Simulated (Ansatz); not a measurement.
Relaxed CdS (zinc blende):

```yaml
crystal:
  lattice:
    - [0.00000, 5.92662, 5.92662]
    - [2.96331, 2.96331, 5.92662]
    - [2.96331, 2.96331, 0.00000]
  atoms:
    - { symbol: S, position: [0.00000, 0.75000, 0.75000] }
    - { symbol: S, position: [0.50000, 0.75000, 0.75000] }
    - { symbol: Cd, position: [0.00000, 0.00000, 0.00000] }
    - { symbol: Cd, position: [0.50000, 0.00000, 0.00000] }
```

A phonon eigenvector at X = (0.5, 0.5, 0.0) is frozen into this cell: atom i moves by Q times the vector below, so Q is the largest atomic displacement, in Å. The cell is held. It is one choice among 2 degenerate patterns. (q is in reciprocal vectors of the primitive cell; the cell shown is doubled to hold the pattern.)

| atom | x | y | z |
|---|---|---|---|
| S1 | 0.650 | 0.000 | 0.000 |
| S2 | -0.650 | 0.000 | 0.000 |
| Cd3 | 0.000 | 1.000 | 0.000 |
| Cd4 | 0.000 | -1.000 | 0.000 |

The numbers are results of PBE (plane waves to 420 eV, PAW, scalar-relativistic; Ansatz, an electronic-structure program), not measurements. k mesh 10×10×10 (Γ-centred), Fermi-Dirac smearing 0.05 eV. Energies are smeared free energies. CdS was relaxed with its symmetry unable to fall. ΔE is measured from the undisplaced structure.

```json
[
 {"Q (Å)": "-0.100", "ΔE (eV/cell)": "0.0137"},
 {"Q (Å)": "-0.067", "ΔE (eV/cell)": "0.0061"},
 {"Q (Å)": "-0.033", "ΔE (eV/cell)": "0.0015"},
 {"Q (Å)": "0.000", "ΔE (eV/cell)": "0.0000"},
 {"Q (Å)": "0.033", "ΔE (eV/cell)": "0.0015"},
 {"Q (Å)": "0.067", "ΔE (eV/cell)": "0.0061"},
 {"Q (Å)": "0.100", "ΔE (eV/cell)": "0.0137"}
]
```

### Question
Which DFPT wavenumber at X = (0.5, 0.5, 0.0) belongs to this mode?
(A) 271 cm⁻¹
(B) 256 cm⁻¹
(C) 54 cm⁻¹
(D) 141 cm⁻¹

### Answer
C, 54 cm⁻¹. The curvature of the scan gives 54 cm⁻¹

(A displaced cell: forces are minus the slopes of the energy, force constants its curvatures, and phonons follow from these.)
